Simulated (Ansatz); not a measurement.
Level of theory: DFT PBE, scalar-relativistic, plane waves, PAW (Ansatz 0.2.0). All cells share a 420 eV cutoff and Γ-centred k meshes spaced at most about 0.3 Å⁻¹ (about 0.25 or finer for metals, 2π included). No spin polarisation in the final relaxations.

Temperature and zero-point effects are left out.

Two forms of Zr₂BiN₂ were relaxed alike.

A.

Space group P4_2/mmc (No. 131). a = 5.160 Å, b = 5.160 Å, c = 6.623 Å, α = 90.00°, β = 90.00°, γ = 90.00°
| atom | site | symmetry | x | y | z |
| --- | --- | --- | --- | --- | --- |
| Zr | 4m | m2m. | 0.2559 | 0.5000 | 0.0000 |
| Bi | 2e | -4m2 | 0.0000 | 0.0000 | 0.7500 |
| N | 4k | m2m. | 0.5000 | 0.1230 | 0.0000 |

B.

Space group P4/mmm (No. 123). a = 6.099 Å, b = 6.099 Å, c = 3.990 Å, α = 90.00°, β = 90.00°, γ = 90.00°
```tsv
atom	site	symmetry	x	y	z
Zr	2f	mmm.	0.5000	0.0000	0.0000
Bi	1c	4/mmm	0.5000	0.5000	0.0000
N	2e	mmm.	0.5000	0.0000	0.5000
```

Task: Which is lower in energy, and by how much?

Result: A is lower, by 292 meV/atom. A has space group P4_2/mmc (No. 131), 17.6 Å³/atom and no gap on its mesh; B has space group P4/mmm (No. 123), 29.7 Å³/atom and no gap. Counting N atoms around Bi and Zr (those within 1.25 times the shortest such distance or 1.15 times the sum of covalent radii; the shortest distance is added where it is long for a bond), A has Zr 2, Bi 8 from 3.1 Å and B has Zr 2, Bi 8 from 3.6 Å. A holds N–N pairs (shortest 1.27 Å); in B the shortest N–N distance is 3.99 Å. The denser one is the lower, and pressure would at first widen the difference. Even the lower one lies +0.16 eV/atom against the reference forms of the elements (uncorrected), so neither is stable at this level. Both come from invented guesses. A third cell relaxed alike, in P4/mmm, lies 0.45 eV/atom below the lower of the two.

These runs have no spin–orbit coupling, which can matter for Bi. Cells relaxed within their symmetry can be saddle points.
